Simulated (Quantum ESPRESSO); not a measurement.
## Si3N4 (input and log of a self-consistent run)

Computed values, not a measurement. The program is pw.x of Quantum ESPRESSO 7.5 (plane-wave density functional theory). The cell is made up: 7 atoms on a zincblende/diamond lattice with one site empty, with randomly drawn elements, strain and displacements, not relaxed. PseudoDojo standard norm-conserving files (v0.5 for PBE, v0.4.1 for LDA and PBEsol) set the functional; there is no spin polarisation, spin-orbit coupling or dispersion term, and the masses in the input are unused placeholders.

Input:

```
&control calculation='scf', pseudo_dir='./dojo.nc.sr.pbe.v0_5.standard.upf', outdir='./o', disk_io='medium', tprnfor=.true., tstress=.true. /
&system ibrav=0, nat=7, ntyp=2, nbnd=22, ecutwfc=105.61755193, nosym=.true., tot_charge=0,
 occupations='smearing', smearing='fd', degauss=0.0018374661
/
&electrons conv_thr=7.350e-09, electron_maxstep=60, /
ATOMIC_SPECIES
N 1.0 N.upf
Si 1.0 Si.upf
CELL_PARAMETERS angstrom
4.1864 0.0569 0.0453
0.0569 4.248 0.0673
0.0453 0.0673 4.1882
ATOMIC_POSITIONS angstrom
Si -0.0157 -0.028 -0.0355
Si 0.0827 2.1653 2.1201
Si 2.137 2.1492 0.0344
N 1.0742 1.1208 1.0729
N 1.1479 3.2204 3.1972
N 3.1629 1.1358 3.2124
N 3.174 3.2353 1.1258
K_POINTS automatic
6 6 6 1 1 1
```

The log is shortened where brackets say so; the opening notice, blank lines, dates and the lines on written files are dropped, and the path of the files is cut. It prints rydbergs, bohrs and kilobars, and counts compression as positive stress.

```
     Program PWSCF v.7.5
     Parallel version (MPI & OpenMP), running on       1 processor cores
     Number of MPI processes:                 1
     Threads/MPI process:                     1
     [start-up lines left out]
     bravais-lattice index     =            0
     lattice parameter (alat)  =       7.9123  a.u.
     unit-cell volume          =     502.3550 (a.u.)^3
     number of atoms/cell      =            7
     number of atomic types    =            2
     number of electrons       =        32.00
     number of Kohn-Sham states=           22
     kinetic-energy cutoff     =     105.6176  Ry
     charge density cutoff     =     422.4702  Ry
     scf convergence threshold =      7.3E-09
     mixing beta               =       0.7000
     number of iterations used =            8  plain     mixing
     Exchange-correlation= PBE
                           (   1   4   3   4   0   0   0)
     [axes and pseudopotential details left out]
   Cartesian axes
     site n.     atom                  positions (alat units)
         1        Si     tau(   1) = (  -0.0037497  -0.0066873  -0.0084786  )
         2        Si     tau(   2) = (   0.0197515   0.5171444   0.5063492  )
         3        Si     tau(   3) = (   0.5103854   0.5132992   0.0082158  )
         4        N      tau(   4) = (   0.2565541   0.2676837   0.2562436  )
         5        N      tau(   5) = (   0.2741560   0.7691368   0.7635958  )
         6        N      tau(   6) = (   0.7554039   0.2712662   0.7672261  )
         7        N      tau(   7) = (   0.7580549   0.7726954   0.2688778  )
     number of k points=   108  Fermi-Dirac smearing, width (Ry)=  0.0018
     Number of k-points >= 100: set verbosity='high' to print them.
     Dense  grid:    73645 G-vectors     FFT dimensions: (  54,  54,  54)
     Estimated max dynamical RAM per process >      74.64 MB
     Initial potential from superposition of free atoms
     starting charge      31.9981, renormalised to      32.0000
     Starting wfcs are   28 randomized atomic wfcs
     total cpu time spent up to now is       17.3 secs
     per-process dynamical memory:    61.2 Mb
     Self-consistent Calculation
     iteration #  1     ecut=   105.62 Ry     beta= 0.70
     Davidson diagonalization with overlap
     ethr =  1.00E-02,  avg # of iterations =  3.1
     total cpu time spent up to now is       60.7 secs
     total energy              =    -107.98732358 Ry
     estimated scf accuracy    <       1.82004755 Ry
     iteration #  2     ecut=   105.62 Ry     beta= 0.70
     Davidson diagonalization with overlap
     ethr =  5.69E-03,  avg # of iterations =  2.0
     total cpu time spent up to now is      101.9 secs
     total energy              =    -108.53966273 Ry
     estimated scf accuracy    <       1.30093845 Ry
     iteration #  3     ecut=   105.62 Ry     beta= 0.70
     Davidson diagonalization with overlap
     ethr =  4.07E-03,  avg # of iterations =  2.0
     total cpu time spent up to now is      135.6 secs
     total energy              =    -108.74436655 Ry
     estimated scf accuracy    <       0.01733930 Ry
     iteration #  4     ecut=   105.62 Ry     beta= 0.70
     Davidson diagonalization with overlap
     ethr =  5.42E-05,  avg # of iterations =  5.0
     total cpu time spent up to now is      191.4 secs
     total energy              =    -108.75605020 Ry
     estimated scf accuracy    <       0.00668098 Ry
     iteration #  5     ecut=   105.62 Ry     beta= 0.70
     Davidson diagonalization with overlap
     ethr =  2.09E-05,  avg # of iterations =  3.2
     total cpu time spent up to now is      232.3 secs
     total energy              =    -108.75633613 Ry
     estimated scf accuracy    <       0.00215504 Ry
     [iterations 6 to 7 left out]
     iteration #  8     ecut=   105.62 Ry     beta= 0.70
     Davidson diagonalization with overlap
     ethr =  1.44E-08,  avg # of iterations =  4.8
     total cpu time spent up to now is      343.7 secs
     total energy              =    -108.75646982 Ry
     estimated scf accuracy    <       0.00001371 Ry
     iteration #  9     ecut=   105.62 Ry     beta= 0.70
     Davidson diagonalization with overlap
     ethr =  1.44E-08,  avg # of iterations =  2.0
     total cpu time spent up to now is      372.2 secs
     total energy              =    -108.75646990 Ry
     estimated scf accuracy    <       0.00000196 Ry
     iteration # 10     ecut=   105.62 Ry     beta= 0.70
     Davidson diagonalization with overlap
     ethr =  6.11E-09,  avg # of iterations =  2.1
     total cpu time spent up to now is      402.2 secs
     total energy              =    -108.75647057 Ry
     estimated scf accuracy    <       0.00000016 Ry
     iteration # 11     ecut=   105.62 Ry     beta= 0.70
     Davidson diagonalization with overlap
     ethr =  5.12E-10,  avg # of iterations =  1.8
     total cpu time spent up to now is      426.7 secs
     total energy              =    -108.75647057 Ry
     estimated scf accuracy    <       0.00000004 Ry
     iteration # 12     ecut=   105.62 Ry     beta= 0.70
     Davidson diagonalization with overlap
     ethr =  1.18E-10,  avg # of iterations =  2.0
     total cpu time spent up to now is      453.5 secs
     End of self-consistent calculation
     [lines on levels left out]
!    total energy              =    -108.75647058 Ry
     estimated scf accuracy    <          1.2E-09 Ry
     smearing contrib. (-TS)   =       0.00000000 Ry
     internal energy E=F+TS    =    -108.75647058 Ry
     The total energy is F=E-TS. E is the sum of the following terms:
     one-electron contribution =      -1.74740785 Ry
     hartree contribution      =      20.95663797 Ry
     xc contribution           =     -34.11298064 Ry
     ewald contribution        =     -93.85272005 Ry
     convergence has been achieved in  12 iterations
     Forces acting on atoms (cartesian axes, Ry/au):
     atom    1 type  2   force =     0.01671399    0.01658762    0.03614622
     atom    2 type  2   force =    -0.02017940   -0.01365856    0.00007314
     atom    3 type  2   force =    -0.00316212   -0.00943066    0.03938389
     atom    4 type  1   force =    -0.04275434    0.00777206   -0.05231839
     atom    5 type  1   force =    -0.06681188   -0.01904449    0.01615864
     atom    6 type  1   force =     0.06988892    0.05656050    0.00658847
     atom    7 type  1   force =     0.04630483   -0.03878647   -0.04603197
     Total force =     0.166471     Total SCF correction =     0.000036
     Computing stress (Cartesian axis) and pressure
          total   stress  (Ry/bohr**3)                   (kbar)     P=     -148.48
  -0.00102606  -0.00050845  -0.00026386         -150.94      -74.80      -38.81
  -0.00050845  -0.00107527  -0.00043543          -74.80     -158.18      -64.05
  -0.00026386  -0.00043543  -0.00092672          -38.81      -64.05     -136.32
     init_run     :     15.21s CPU     17.20s WALL (       1 calls)
     electrons    :    407.22s CPU    436.22s WALL (       1 calls)
     forces       :      3.43s CPU      3.48s WALL (       1 calls)
     stress       :     13.63s CPU     13.70s WALL (       1 calls)
     [timing details left out]
     PWSCF        :   7m19.64s CPU   7m50.91s WALL
     JOB DONE.
```

In other units: free energy -1479.707 eV for the cell, pressure -14.85 GPa, largest force component 1.797 eV/Å. This run is the check on a run of the same cell at 1143 eV and a 4 x 4 x 4 mesh: rerunning at 1437 eV and a 6 x 6 x 6 mesh moved values by no more than 0.002 eV in energy, 0.02 GPa in stress and 0.002 eV/Å in force.